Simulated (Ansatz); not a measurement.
Values for one crystal, relaxed and computed with PBEsol in the plane-wave PAW code Ansatz; other levels are named.

- Volume per atom = 18.26 Å³
- Electronic character = metallic (no gap)
- Mechanical stability = unstable (C has a negative eigenvalue)
- Pressure derivative B′ = 4.9
- Bulk modulus (Birch–Murnaghan fit) = 173 GPa
- Zone-centre stability = no imaginary mode at Γ
- Highest zone-centre frequency = 152 cm⁻¹

Q: Which compound is it?
(A) In2Ag, I4/mcm (In on 8h, Ag on 4a)
(B) AgW, rock salt
(C) PtW, L1₀ or tetragonal B2
(D) GaBi, rock salt

A: B, AgW, rock salt

Space group Fm-3m (rock salt). The start of the workflow was typed in or built on a structure type; neither database checked (COD, Materials Project) lists it. Its standing as an ambient phase is unchecked. Symmetry was held in the PBEsol relaxation. No spin polarisation was allowed. Its formation energy is positive at this level, so the cell may be metastable or incomplete. As this level gives no gap, phonon frequencies hold no LO–TO term and depend on the k-mesh and smearing (Fermi–Dirac, 0.1 eV here). Spin–orbit coupling is left out wherever it is not named.

Potentials: the later of the program's two PAW sets.
